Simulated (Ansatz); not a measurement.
PbI$_{2}$ (CdI2 type)

```
CELL_PARAMETERS angstrom
      4.55901     0.00000     0.00000
     -2.27951     3.94822     0.00000
      0.00000     0.00000     6.97266
ATOMIC_POSITIONS crystal
  Pb 0.00000 0.00000 0.00000
  I  0.33333 0.66667 0.27094
  I  0.66667 0.33333 0.72906
```

Equation-of-state scan: isotropic scaling of the cell above, V₀ being its volume. The atoms relax within the cell's symmetry.

The numbers are results of PBE-D3(BJ) (plane waves to 420 eV, PAW, scalar-relativistic; Ansatz, a quantum-chemistry and plane-wave program), not measurements. k mesh 8×8×5 (Γ-centred), Fermi-Dirac smearing 0.05 eV. Energies are smeared free energies. Compression counts positive. PbI2 was relaxed with its symmetry unable to fall. Spin-orbit coupling is left out, though I and Pb are heavy. ΔE is measured from the relaxed starting cell.

| V (Å³/cell) | P (GPa) | ΔE (kJ/mol of atoms) |
|---|---|---|
| 117.98 | 1.07 | 0.74 |
| 119.86 | 0.73 | 0.40 |
| 121.74 | 0.46 | 0.17 |
| 123.63 | 0.22 | 0.04 |
| 125.51 | 0.00 | 0.00 |
| 127.39 | -0.20 | 0.04 |
| 129.27 | -0.37 | 0.15 |
| 131.16 | -0.53 | … |
| 133.04 | -0.64 | … |

Q: Fill in the missing entries.

A: 
- 131.16, ΔE (kJ/mol of atoms): 0.31
- 133.04, ΔE (kJ/mol of atoms): 0.54

(A scan under strain: stresses follow from slopes of the energy per volume, elastic moduli from its curvatures.)
